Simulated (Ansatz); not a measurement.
Relaxing a structure of AlNi

The start is a randomly generated symmetric cell of AlNi (space group No. 123). Cell shape, volume and atoms are optimised at zero target pressure with r2SCAN (plane waves to 500 eV, PAW, scalar-relativistic; Ansatz, a quantum-chemistry and plane-wave program). The first steps use a coarse 11×11×11 k-mesh.

Starting cell:
```
AlNi
1.0
    3.03351     0.00000     0.00000
    0.00000     3.03351     0.00000
    0.00000     0.00000     2.87595
Al Ni
1 1
Direct
  0.00000   0.00000   0.00000
  0.50000   0.50000   0.00000
```
Spin-polarised start, with parallel moments on Ni.

Task: How large is the pressure on the unrelaxed cell, and of which sign?

Result: +26.6 GPa (positive: the cell is compressed).

Task: How does the volume change?

Result: +9.8 %, from 13.23 to 14.53 Å³/atom.

Task: How do the shortest distances between atoms change?

Result: The closest pairs of elements (up to four, under 3.6 Å), start → end: Al–Ni 2.15 → 2.34 Å; Al–Al 2.88 → 2.66 Å; Ni–Ni 2.88 → 2.66 Å.

Task: What magnetic moments remain?

Result: Zero (the starting moments vanished).

Task: Give the final cell and atomic positions.

Result: 
Space group P4/mmm (No. 123); a = 3.307 Å, b = 3.307 Å, c = 2.657 Å, α = 90.00°, β = 90.00°, γ = 90.00°

| atom | site | symmetry | x | y | z |
|---|---|---|---|---|---|
| Al | 1a | 4/mmm | 0.0000 | 0.0000 | 0.0000 |
| Ni | 1c | 4/mmm | 0.5000 | 0.5000 | 0.0000 |

The space group stays P4/mmm (No. 123) (the run could not lower it), with 2 atoms in the primitive cell. Final values are on a 14×14×17 k-mesh of the relaxed cell. No spin polarisation in the result: the starting moments vanished. A magnetic state may lie lower.

The run could not lower the symmetry of its start; a shaken copy of this end point relaxes with r2SCAN to Pm-3m (No. 221), 0.97 eV/atom lower.

The relaxed structure here is a generated cell of AlNi: the first start was made by a random draw of sites in a space group, and the end was not matched to a known phase here, so it may be hypothetical. Known forms of AlNi include space group No. 221.
